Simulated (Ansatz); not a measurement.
Computed properties of ZrTa

ZrTa:
```xyz
4
Lattice="4.6567 0.0000 0.0000 0.0000 3.5698 0.0000 0.0000 0.0000 4.9709" Properties=species:S:1:pos:R:3 pbc="T T T"
Ta     1.1642     0.0000     4.0408
Ta     3.4925     0.0000     0.9301
Zr     1.1642     1.7849     1.3854
Zr     3.4925     1.7849     3.5855
```

Space group Pmma (No. 51); conventional cell a = 4.657 Å, b = 3.570 Å, c = 4.971 Å, α = 90.00°, β = 90.00°, γ = 90.00°.

Method: DFT-r²SCAN in the program Ansatz with PAW potentials. Geometry: relaxed at this level of theory. Other levels are named where they apply.

**Cell and energy**

```yaml
volume_per_atom: 20.66 Å³
density: 10.94 g/cm³
Formation energy from the elements (no fitted shifts): 0.17 eV/atom
```

**Electronic structure**

```yaml
electronic_character: metallic (no gap)
Density of states at the Fermi level: 1.0 states/eV per atom (mean over ±0.08 eV)
Gap with spin–orbit coupling: none (metallic)
```

**Mechanics**

```yaml
Bulk modulus (Birch–Murnaghan fit): 122 GPa
Pressure derivative B′: 3.8
```

**Charges**

```yaml
bader_charges: Ta -0.90, Zr +0.90 e
```

The start of the workflow was typed in or built on a structure type; neither database checked (COD, Materials Project) lists it. Whether it is the stable phase at ambient conditions was not checked. Symmetry was held in the r²SCAN relaxation; whether a distortion lowers the energy is not shown. No spin polarisation was allowed. Its formation energy is positive at this level, so the cell may be metastable or incomplete. Axis ratios of metals converge slowly with the k-mesh, so a and c are less sure than the volume. The references are the lowest solids computed at this level, not always the standard phases. Scalar-relativistic: spin–orbit coupling is off unless named, which matters more the heavier the elements.

Potentials: the earlier of the program's two PAW sets.
